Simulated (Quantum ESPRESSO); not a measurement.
# Electric field gradients in MgF2 (changed cell)

```xyz
6
Lattice="4.6152 0.0000 0.0000 0.0000 4.6152 0.0000 0.0000 0.0000 3.0478" Properties=species:S:1:pos:R:3 pbc="T T T"
Mg     2.3076     2.3076     1.5239
Mg     0.0000     0.0000     0.0000
F      3.1889     3.1889     0.0000
F      1.4263     1.4263     0.0000
F      3.7339     0.8813     1.5239
F      0.8813     3.7339     1.5239
```
The cell was made here from a computed Materials Project entry: F3 and its equivalents moved by 0.04 Å along (-0.71, -0.71, 0.00), space group kept. The parent is MgF2 in P4₂/mnm. Stability against distortions was not tested.

Convention: |Vzz| is the largest principal value, η_Q = (Vxx − Vyy)/Vzz, |C_Q| = |eQVzz/h|. Cores are frozen. Against all-electron runs on small test molecules, this scheme's |Vzz| missed by −6 to +4 % (−29 % in KF) on F. Mg had no test against all-electron runs. Static lattice: thermal averaging is not included.

Quadrupole moments taken as inputs (sizes, barn, from the tables of PySCF and pymatgen): ²⁵Mg 0.199.

Problem. What do the calculations give at each independent site (field gradients by PBE PAW (JTH datasets; density from pw.x of a modified build of Quantum ESPRESSO, gradients reconstructed from it by a script), 22.5 Ha, k-mesh 5×5×7 through Γ)?

Solution. 
```tsv
site	site symmetry	Vzz (10²¹ V/m²)	η_Q	∣C_Q∣ (MHz)
Mg (atoms 1, 2)	mmm	-1.19	0.09	5.71 (²⁵Mg)
F (atoms 3, 4, 5, 6)	m2m	-4.47	0.17	–
```
